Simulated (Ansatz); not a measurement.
Input file for Ansatz (a first-principles code):

Ansatz 0.2 input:
```yaml
crystal:
  lattice:
    - [4.4897937265, 0.0, 0.0]
    - [-2.2448968633, 3.8882754249, 0.0]
    - [0.0, 0.0, 7.0571183505]
  atoms:
    - { symbol: Ca, position: [0.0, 0.0, 0.0] }
    - { symbol: I, position: [0.3333333333, 0.6666666667, 0.2502127178] }
    - { symbol: I, position: [0.6666666667, 0.3333333333, 0.7497872822] }
kpoints:
  mp_grid: { grid: [7, 7, 4] }
hamiltonian:
  xc: r2scan
  dispersion: d4
  pseudopotentials: { kind: paw }
scf:
  occupations: { method: fixed }
checkpoint: { read: static.run }
output: { bader: true, populations: true }
```

Output (shortened):

```
Pseudopotentials: kind: paw
Pseudopotential: Ca, paw, valence charge 10
Pseudopotential: I, paw, valence charge 17
Functional definition: r2SCAN
Crystal: 3 atoms, lattice volume = 123.200 Å³
Basis set: ecut = 500 eV, 3127 PW (Γ), exchange–correlation on 144×144×216 points (64 copies of the dense FFT grid, shifted against one another)
Bands: 27, of which v1, the nominal top of the filled ones, is band 22 counted from 1 (21 counted from 0)
Symmetry: 12 space group operations
Space group: P-3m1 (ITA 164), of the structure as read, at distance tolerance 5.0e-5 Å
k-points: 28 of 196
PAW frozen core: Ca, regenerated for the run's functional
PAW frozen core: I, regenerated for the run's functional
Initial density: read from a saved state, or passed on in memory by an earlier SCF of this step, an earlier step, the calling program or the single point that …
Stability of the state it starts from, as read at its close in the unpolarized treatment …
Initial wavefunctions: pseudopotential atomic-orbital guess
Eigensolver: davidson
Functional: x = r2scan, c = r2scan; τ floored in thin density (d = 2e-4 eV/Å³)
iter 1 solved again at ethr=2.41e-7 eV; its pass at ethr=3.10e-3 eV (dr2=1.06e-4 eV) is discarded
SCF iter   1: F=—  HF=-16883.613107 eV  |F-HF|=—  |Δ(HF+E_count)|=         —  Δρ=1.01e-6  dr2=1.06e-9  dr2_τ=3.01e-11  ethr=2.41e-7  ⟨swp⟩=4.2  Hψ=5434  notcnv=0  defer=83
all-band conjugate gradients solve this SCF's bands
preconditioner: auto → Resta (q_TF=auto, 2.298 Å⁻¹)
SCF iter   2: F=—  HF=-16883.613110 eV  |F-HF|=—  |Δ(HF+E_count)|=   3.40e-6  Δρ=6.61e-7  dr2=4.46e-10  dr2_τ=3.47e-11  ethr=2.41e-12  ⟨swp⟩=15.9  Hψ=5170  notcnv=0
SCF iter   3: F=-16883.613110 eV  HF=-16883.613110 eV  |F-HF|=2.15e-10  |Δ(HF+E_count)|=  2.15e-10  Δρ=4.06e-7  dr2=1.74e-10  dr2_τ=4.91e-12  ethr=1.01e-12  ⟨swp⟩=1.0  Hψ=2242  notcnv=0
SCF 1 converged in 3 iterations: F = -16883.613110 eV  dr2 = 1.74e-10
SCF converged after 3 iterations
Free energy (F): -16883.613110 eV
Harris-Foulkes:  -16883.613110 eV  (|F-HF|=2.15e-10)
Internal energy: -16883.613110 eV  (E = F + TS)
E sigma→0 (E₀):  -16883.613110 eV
Fermi energy:    3.688715 eV
--- Per-component energies (eV) ---
  E_band       = -996.655330
  E_kinetic    = 654.518979
  E_local      = -5143.589902  (includes V_loc(G=0)·N_el)
  E_nonlocal   = -117.381841
  E_hartree    = 2486.771818
  E_xc         = -378.785716
  E_vxc        = -473.405978  (∫ρ·V_xc dr)
  E_paw        = -10542.319213  (= ΣΔE_a)
  E_vpaw       = -918.395818  (= ΣTr[D̂ρ^β])
  E_aug_tail   = -0.000062  (compensation charges beyond the density's cutoff)
  E_vtau       = 28.056662  (kinetic-family band-sum trace: ∫τ·v_τ [+ j·A + Jᵃ·Aᵃ] dr)
  E_ewald      = -3842.451529
  E_disp       = -0.301084  (pairwise vdW)
  E_core_change = -0.074559  (= ΣΔE_core)
  E_smearing   =  0.000000  (= −TS)
  E_closure    = 0.000000  (closes the sum)
  Σ components = -16883.613110   (vs F -16883.613110, Δ=0.00e0)
  [band-id]    e_kinetic+e_local+e_nonlocal+2·e_hartree+e_vxc+e_vpaw+e_augmentation_tail+e_vtau = -996.654324   (vs E_band -996.655330, Δ=1.01e-3)
--- Band table (eV; the first three rows and the last of 28) ---
  k-point 0: bands = ["-40.5822", "-40.5822", "-40.5822", "-40.5822", "-40.5755", "-40.5755", "-40.5752", "-40.5752", "-40.5714", "-40.5713", "-37.7622", "-17.8995", "-17.8703", "-17.8703", "-8.1103", "-7.6026", "1.0797", "2.7248", "2.7248", "3.4736", "3.4736", "3.6887", "8.5677", "8.6313", "8.6313", "8.9065", "9.4812"]
  k-point 1: bands = ["-40.5823", "-40.5823", "-40.5822", "-40.5822", "-40.5755", "-40.5755", "-40.5752", "-40.5752", "-40.5714", "-40.5713", "-37.7622", "-17.8995", "-17.8703", "-17.8703", "-8.0526", "-7.6724", "1.3533", "2.7653", "2.7653", "3.2003", "3.4170", "3.4170", "8.5976", "8.6077", "8.6077", "9.3537", "9.7492"]
  k-point 2: bands = ["-40.5823", "-40.5823", "-40.5821", "-40.5821", "-40.5754", "-40.5754", "-40.5752", "-40.5752", "-40.5714", "-40.5714", "-37.7622", "-17.8995", "-17.8703", "-17.8703", "-7.9584", "-7.7787", "1.8639", "2.5075", "2.8138", "2.8138", "3.3526", "3.3526", "8.5764", "8.5843", "8.5843", "9.6846", "9.8984"]
  k-point 27: bands = ["-40.5824", "-40.5821", "-40.5821", "-40.5820", "-40.5755", "-40.5754", "-40.5753", "-40.5753", "-40.5712", "-40.5712", "-37.7599", "-17.9018", "-17.8911", "-17.8858", "-7.6237", "-7.6140", "1.4440", "1.5577", "1.9832", "2.2571", "2.9383", "2.9711", "8.7800", "8.8326", "9.4512", "9.9720", "10.3609"]
  band table: 27 of 27 bands, residual norms ≤ 1.0e-3 eV
--- Löwdin populations: 3 sites ---
  site symbol       q [e]
     0     Ca      8.4392
     1      I     17.6370
     2      I     17.6370
  spilling = 0.006516 (of n_electrons = 44.000000)
--- Bader charges: 3 sites ---
  site symbol  charge [e]  shift [e]
     0     Ca      1.5250     0.0001
     1      I     -0.7625     0.0001
     2      I     -0.7625     0.0001
  shift: an alarm, by how much a part of what the PAW files miss would move the charge. Where it is large, compare
  with a run on PAW files of another source; a small one proves nothing
  estimated error of the sums over rays = 2.9e-4 e
```

Cost: around 30 core-seconds (rough) on shared cores.

The workflow started from a Materials Project entry (that database holds measured and hypothetical structures alike); the Crystallography Open Database files this formula in space group No. 164, but the cells were not matched. Its standing as an ambient phase is unchecked. The r²SCAN+D4 relaxation kept the symmetry of its start; whether a distortion lowers the energy is not shown. Spin–orbit coupling is left out wherever it is not named.

Potentials: the later of the program's two PAW sets.

Ansatz is a plane-wave DFT program.
